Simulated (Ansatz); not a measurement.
EuMn3 (AuCu3-type structure)

Level of theory: DFT, PBE+U (U_eff = 6 eV on Eu 4f), scalar-relativistic, collinear spin; plane waves to 420 eV with PAW datasets (Ansatz 0.2.0), Γ-centred 8×8×8 mesh, 0.05 eV Gaussian smearing; PAW files: Ansatz's generated set soft_2.

Space group Pm-3m (No. 221). a = 4.199 Å, b = 4.199 Å, c = 4.199 Å, α = 90.00°, β = 90.00°, γ = 90.00°
| atom | site | symmetry | x | y | z |
| --- | --- | --- | --- | --- | --- |
| Eu | 1a | m-3m | 0.0000 | 0.0000 | 0.0000 |
| Mn | 3c | 4/mm.m | 0.0000 | 0.5000 | 0.5000 |

The cell came from substitution into a structure type; no database entry of this phase was matched, which doesn't show that none exists.

Magnetic state: ferrimagnetic, site spin moments Eu 6.84; Mn -3.54 μB.

The cell above was scaled in volume, its shape and atoms being fixed by the lattice's symmetry. Energies are counted from the cell above.

The cell is relaxed to zero pressure at this level.

```csv
V (Å³/atom),ΔE (meV/atom),P from the stress (GPa)
17.494,10.30,3.42
17.772,5.24,2.39
18.142,1.24,1.09
18.512,0.00,-0.03
18.882,1.33,-1.11
19.253,5.02,-2.07
19.808,14.55,-3.43
20.363,28.60,-4.62
```

Problem. Do the energies and the pressures agree? Compare −ΔE/ΔV between neighbouring points (1 meV/Å³ = 0.1602 GPa) with the mean of their pressures.

Solution. 
| interval (Å³/atom) | −ΔE/ΔV (GPa) | mean P (GPa) |
| --- | --- | --- |
| 17.49 to 17.77 | 2.9 | 2.9 |
| 17.77 to 18.14 | 1.7 | 1.7 |
| 18.14 to 18.51 | 0.5 | 0.5 |
| 18.51 to 18.88 | -0.6 | -0.6 |
| 18.88 to 19.25 | -1.6 | -1.6 |
| 19.25 to 19.81 | -2.7 | -2.7 |
| 19.81 to 20.36 | -4.1 | -4.0 |
They differ by 0.03 GPa at most.

Problem. What do the two routes give for V0, B0 and B0′?

Solution. A third-order Birch–Murnaghan fit of the energies: V0 = 18.50 Å³/atom, B0 = 56 GPa, B0′ = 3.0. A polynomial of P in ln V, with B = −dP/d ln V at P = 0: V0 = 18.50 Å³/atom, B0 = 55 GPa, B0′ = 3.4. B0′ isn't converged to its last digit.

The largest spin moment goes from 6.80 to 6.92 μB along the curve.

B0·V0 = 55.7 GPa × 18.50 Å³ = 6.43 eV/atom sets the scale: near the minimum ΔE ≈ ½ B0 V0 x², with x = V/V0 − 1, and a pressure of 0.6 GPa squeezes the volume by about 1 %. At the ends of the curve: x = −5.5 % predicts 9.6 meV/atom and the run gives 10.3; x = +10.1 % predicts 32.5 meV/atom and the run gives 28.6. The lopsidedness is anharmonic: atoms resist being pushed together more than being pulled apart.

The moment grows with the volume: wider spacing narrows the bands, and exchange then polarises them more fully.

Open d and f shells can converge to several self-consistent states; this is the one that the run reached. For elements this heavy, spin–orbit coupling would shift levels and gaps; it isn't included here. Site moments are of spin, integrated over atomic spheres. A U of this size is made for insulators; in a metal, as here, it tends to take f weight out of the bonding and to swell the cell.
